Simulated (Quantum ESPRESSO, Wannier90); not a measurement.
## Tight-binding from DFT: PbSe (Cmcm)

Cell from Materials Project (mp-1063670), symmetrised, no further relaxation. Not found in the COD (Crystallography Open Database) copy used, which has the formula in other groups; not checked further. Level: PBEsol, no spin polarisation, no spin-orbit coupling; pw.x of Quantum ESPRESSO at 69 Ry with PseudoDojo potentials, 6×6×6 k-points, Wannier90. Density: 8×8×8 mesh, Gaussian smearing 0.01 Ry. Spin-orbit coupling is left out although heavy elements are present.

```
begin unit_cell_cart
ang
    4.3097500000    0.0000000000    0.0000000000
    0.0000000000    0.0000000000   -4.4504900000
   -2.1548750000    6.1339450000    0.0000000000
end unit_cell_cart
mp_grid = 6 6 6
```

Neighbour vectors b of the finite-difference formula (Å⁻¹), by shell:

| shell | b_x | b_y | b_z |
|---|---|---|---|
| 1 | 0.00000 | 0.17072 | 0.00000 |
| 1 | 0.00000 | -0.17072 | 0.00000 |
| 2 | 0.00000 | 0.00000 | -0.23530 |
| 2 | 0.00000 | 0.00000 | 0.23530 |
| 3 | 0.24298 | 0.08536 | 0.00000 |
| 3 | 0.24298 | -0.08536 | 0.00000 |
| 3 | -0.24298 | -0.08536 | 0.00000 |
| 3 | -0.24298 | 0.08536 | 0.00000 |

Task: Find the weights w_b from the completeness condition Σ_b w_b b_α b_β = δ_αβ.

Result: Shell 1: Σ b_x² = 0.000, Σ b_y² = 0.058, Σ b_z² = 0.000 Å⁻²
Shell 2: Σ b_x² = 0.000, Σ b_y² = 0.000, Σ b_z² = 0.111 Å⁻²
Shell 3: Σ b_x² = 0.236, Σ b_y² = 0.029, Σ b_z² = 0.000 Å⁻²
Each of the three diagonal sums, weighted, has to give 1 and the off-diagonal ones 0, which holds for w_1 = 15.0 Å², w_2 = 9.03 Å², w_3 = 4.23 Å². Check on xx: 15.04×0.000 + 9.03×0.000 + 4.23×0.236 = 1.00.

On this mesh the 10 functions of bands 21-30 (valence bands; start: s functions at the bond centres, conv_tol = 1.0e-6) end with spreads 2.7748, 2.8657, 2.6322, 2.5583, 2.9076, 2.7757, 2.9072, 2.5583, 2.6322, 2.8652 Å², Ω_I = 24.3427 Å² and Ω_D = 0.0413 Å².

Ω_total is the sum of the spreads, 27.477 Å². Ω_OD = Ω_total − Ω_I − Ω_D = 3.093 Å². Only (Ω_D + Ω_OD)/Ω_total = 11.4 % depends on the gauge, and another start could lower the total by that share at most. The rms radius is √(Ω_total/10) = 1.66 Å.
